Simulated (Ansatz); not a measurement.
The calculation used DFT PBE, scalar-relativistic, plane waves, PAW (Ansatz). Settings: cutoff 420 eV, Γ-centred meshes spaced at most about 0.3 Å⁻¹, and about 0.25 Å⁻¹ or finer for metals (2π included), Gaussian smearing. No spin polarisation in the final relaxations.

All energies are static (0 K, no zero-point motion).

Two relaxed structures of LaSc2F:

1.

```yaml
crystal:
  lattice:
    - [4.23546, 0.00000, 0.00000]
    - [0.00000, 4.23546, 0.00000]
    - [0.00000, 0.00000, 5.47549]
  atoms:
    - { symbol: La, position: [0.50000, 0.50000, 0.00000] }
    - { symbol: Sc, position: [0.00000, 0.00000, 0.00000] }
    - { symbol: Sc, position: [0.00000, 0.00000, 0.50000] }
    - { symbol: F, position: [0.50000, 0.50000, 0.50000] }
```

2.

```yaml
crystal:
  lattice:
    - [-3.10024, 3.10024, 2.62131]
    - [3.10024, -3.10024, 2.62131]
    - [3.10024, 3.10024, -2.62131]
  atoms:
    - { symbol: La, position: [0.50000, 0.50000, 0.00000] }
    - { symbol: Sc, position: [0.50000, 0.00000, 0.50000] }
    - { symbol: Sc, position: [0.00000, 0.50000, 0.50000] }
    - { symbol: F, position: [0.00000, 0.00000, 0.00000] }
```

Problem. Which arrangement of the elements on these sites is preferred, and by what margin?

Solution. Cell 1 is lower, by 79 meV/atom. The two share one framework of sites and differ in which element sits where. Cell 1 has space group P4/mmm (No. 123), 24.6 Å³/atom and no gap on its mesh; cell 2 has space group I4/mmm (No. 139), 25.2 Å³/atom and no gap. Counting La or Sc atoms around F (for each partner element, those within 1.25 times its shortest distance or 1.15 times the sum of covalent radii, where it is the nearest in units of that sum or under 1.3), cell 1 and cell 2 both have F 2. In cell 1, La has 2 F at 2.74 Å, 4 Sc at 2.99 Å, 8 Sc at 4.06 Å and 4 La at 4.24 Å; around Sc on its first site lie 2 Sc at 2.74 Å and 4 La at 2.99 Å; around F lie 2 La at 2.74 Å and 4 Sc at 2.99 Å; 1 more site not described. In cell 2, La has 2 F at 2.62 Å, 4 Sc at 3.10 Å and 8 Sc at 4.06 Å; around Sc lie 2 Sc at 2.62 Å, 2 F at 3.10 Å, 2 La at 3.10 Å, 4 F at 4.06 Å and 4 La at 4.06 Å; F has 2 La at 2.62 Å and 4 Sc at 3.10 Å. Both come from invented guesses. A third cell relaxed alike, in I4/mmm, lies 0.78 eV/atom below the lower of the two.

Cells relaxed within their symmetry can be saddle points.
